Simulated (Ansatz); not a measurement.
# Barrier of one jump, Ni in Si

The calculation used DFT PBE, scalar-relativistic, plane waves, PAW in Ansatz. Settings: 420 eV cutoff, 2×2×2 k-mesh, shifted by half a step, Gaussian smearing of 0.02 eV, no spin polarisation.

Host crystal, relaxed:

```xyz
2
Lattice="0.0000 2.7350 2.7350 2.7350 0.0000 2.7350 2.7350 2.7350 0.0000" Properties=species:S:1:pos:R:3 pbc="T T T"
Si    4.1026    4.1026    4.1026
Si    2.7350    2.7350    2.7350
```

In a supercell of 32 host sites, interstitial Ni hops to an equivalent place, moving 0.78 Å between the relaxed ends. Climbing-image nudged elastic band at fixed cell with images 0 (start) to 2 (end), the path measured over all atoms, converged to 0.05 eV/Å; the order of the saddle wasn't checked, and the small cell leaves errors of about a tenth of an eV.

Supercell rows in host cell vectors: -1 -1 3; -1 -1 -1; 3 -1 -1. Ni was set at (0.000, 0.000, 0.000) of the host cell.

At the relaxed start Ni has 3 Si at 2.31 Å, 3 Si at 2.39 Å, 1 Si at 3.14 Å.

Question: What barrier does the band give, and what surrounds the atom at the top?

Answer: 0.02 eV at image 1, where Ni has 6 Si at 2.32 Å.

Cost: 1 run of about 3.2 core-minutes, on Arm Neoverse V2 (shared hosts).